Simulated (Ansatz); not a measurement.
**Computed properties of HfO2**

HfO2:
```
HfO2
1.0
    3.57679     0.00000     0.00000
    0.00000     3.57679     0.00000
    0.00000     0.00000     5.20265
Hf O
2 4
Direct
  0.00000   0.00000   0.00000
  0.50000   0.50000   0.50000
  0.00000   0.50000   0.19615
  0.00000   0.50000   0.69615
  0.50000   0.00000   0.30385
  0.50000   0.00000   0.80385
```

Space group P4_2/nmc (No. 137); conventional cell a = 3.5768 Å, b = 3.5768 Å, c = 5.2027 Å, α = 90.00°, β = 90.00°, γ = 90.00°.

Method: r²SCAN in the plane-wave PAW code Ansatz. Structure relaxed to zero pressure with the same functional. Other levels are named where they apply.

Cell and energy:

Volume per atom: 11.09 Å³
Density: 10.50 g/cm³
Formation energy from the elements (no fitted shifts): -3.73 eV/atom

Electronic structure:

- Band gap = 5.27 eV (indirect)
- Valence-band maximum = at Z
- Conduction-band minimum = at Γ
- Smallest direct gap on the standard path = 5.34 eV
- Electron effective mass = 0.89, 0.89, 1.0 mₑ (principal values)
- Electron effective mass with spin–orbit coupling = 0.92, 0.92, 1.0 mₑ (principal values)
- HSE06 gap on the r²SCAN cell = 6.37 eV
- Gap with spin–orbit coupling = 5.27 eV

Mechanics:

- Bulk modulus (Birch–Murnaghan fit): 191 GPa
- Pressure derivative B′: 5.9

Charges:

- Bader charges = Hf +2.74, O -1.37 e

This is a known high-temperature phase of the composition, computed here at zero pressure and temperature. The r²SCAN relaxation kept the symmetry of its start; its stability against distortions is not shown here. No spin polarisation was allowed. The references are the lowest solids computed at this level, not always the standard phases (solids in place of the gases). Scalar-relativistic: spin–orbit coupling is off unless named, which matters more the heavier the elements.

Potentials: the later of the program's two PAW sets.
